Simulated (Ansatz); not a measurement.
# Compressing Ag₃Au: a fit and a missing row

Ag₃Au, Pm-3m, a = 4.107 Å. The structure is a Materials Project entry; whether it is the stable form wasn't checked. Ansatz: r2SCAN, PAW, 500 eV, Γ-centred 10×10×10 mesh on 4 atoms, Gaussian smearing 0.10 eV; no spin polarisation. Symmetry fixes shape and atoms, so the cell is only scaled; pressure is positive in compression.

```tsv
V (Å³/atom)	P (GPa)
16.284	?
16.804	3.82
17.323	0.00
17.843	-3.12
18.363	-5.65
```

Task: Take V0 = 17.323 Å³/atom, fit the third-order Birch–Murnaghan form to the other rows, and predict the missing pressure.

Result: With the Eulerian strain f = ½[(V0/V)^(2/3) − 1] and y = P/[3f(1 + 2f)^(5/2)], the form is the line y = B0 + 1.5 B0 (B0′ − 4) f. Rows (f, y): 0.01024, 118.2; -0.00976, 111.9; -0.01906, 108.9. Means f = -0.006193, y = 113.00; Σ(Δf)² = 0.0004483, ΣΔfΔy = 0.1421; the slope is their ratio. y = 115.0 + 317.0 f GPa, so B0 = 115.0 GPa and B0′ = 4 + 2 × (317.0)/(3 × 115.0) = 5.84. At V = 16.284, f = 0.02105, y = 121.67 and P = 8.52 GPa. The run gave 8.49 GPa, so the fit is 0.03 GPa too high, a small miss on the scale of the series. The form still works here, 33 % of the fitted range beyond its end.

Spin–orbit coupling is left out, which can shift energies with elements as heavy as these.